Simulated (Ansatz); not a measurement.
Cr$_{3}$Ru:
```xyz
8
Lattice="4.5713 0.0000 0.0000 0.0000 4.5713 0.0000 0.0000 0.0000 4.5713" Properties=species:S:1:pos:R:3 pbc="T T T"
Cr     1.1428     0.0000     2.2856
Cr     3.4285     0.0000     2.2856
Cr     2.2856     3.4285     0.0000
Cr     2.2856     1.1428     0.0000
Cr     0.0000     2.2856     3.4285
Cr     0.0000     2.2856     1.1428
Ru     0.0000     0.0000     0.0000
Ru     2.2856     2.2856     2.2856
```

Relaxed with PBEsol. Special points in fractions of this cell's reciprocal vectors: Γ (0.000, 0.000, 0.000); X (0.000, 0.500, 0.000); M (0.500, 0.500, 0.000); R (0.500, 0.500, 0.500).

Question: List the band energies nearest the Fermi level at these points for plane-wave PAW PBEsol (Ansatz code).

Answer: In eV from the Fermi level; about four levels below and three above (degenerate sets whole), none deeper than 8.9 eV; points with the same levels are listed once.

| k | below | above |
|---|---|---|
| Γ | -1.61 -1.61 -1.50 -1.50 -1.50 | 0.33 0.33 0.33 |
| X | -0.14 -0.14 -0.10 -0.10 | 0.02 0.02 0.83 0.83 |
| M | -0.81 -0.81 -0.38 -0.38 -0.10 | 0.01 0.44 0.64 |
| R | -1.38 -1.38 -1.38 -1.38 -1.38 -1.38 | 0.39 0.39 0.39 0.39 0.39 0.39 |

Space group Pm-3n (A15 (Cr3Si type)). The workflow started from a Materials Project entry (that database holds measured and hypothetical structures alike); the Crystallography Open Database copy checked does not list it. Whether it is the stable phase at ambient conditions was not checked. The cell was relaxed with PBEsol under the symmetry of its start; whether a distortion lowers the energy is not shown. The run is not spin-polarised. Scalar-relativistic: spin–orbit coupling is off unless named, which matters more the heavier the elements.

Potentials: the later of the program's two PAW sets.
